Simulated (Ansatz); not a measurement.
Cs₂RbAsF₆ in space group Fm-3m (No. 225; Cs on 8c, Rb on 4b, As on 4a, F on 24e), r²SCAN in the plane-wave PAW code Ansatz. The conduction-band minimum lies on the Γ–X line, 44 % of the way from Γ, with 6 equivalent valleys. Second derivatives d²E/dk² of the lowest band at one valley (eV·Å²), along Cartesian directions:

| direction | d²E/dk² |
|---|---|
| [100] | 12.21 |
| [010] | 4.323 |
| [001] | 4.323 |
| [110] | 8.267 |
| [101] | 8.267 |
| [011] | 4.323 |

Q: Find the principal effective masses, the density-of-states mass and the conductivity mass.

A: Off-diagonal terms follow from H_xy = H[110] − (H_xx + H_yy)/2, and m*/mₑ = 7.620 eV·Å² over each eigenvalue: 0.62, 1.8, 1.8. One valley's DOS mass (m₁m₂m₃)^(1/3) = 1.2, conductivity mass 3/(Σ 1/mᵢ) = 1.1 mₑ.

Q: What effective density of states Nc follows at 300 K for parabolic valleys?

A: Nc = 2.509e19 × 6 × (1.2)^(3/2) ≈ 2.0e20 cm⁻³.

The first step of the workflow began from a Materials Project structure, measured or hypothetical; the Crystallography Open Database copy checked does not list it. Its standing as an ambient phase is unchecked. Symmetry was held in the r²SCAN relaxation; its stability against distortions is not shown here. Spin–orbit coupling is left out wherever it is not named.

Potentials: the later of the program's two PAW sets.

Edges and masses are those of Kohn–Sham bands, whose gap is no quasiparticle gap.
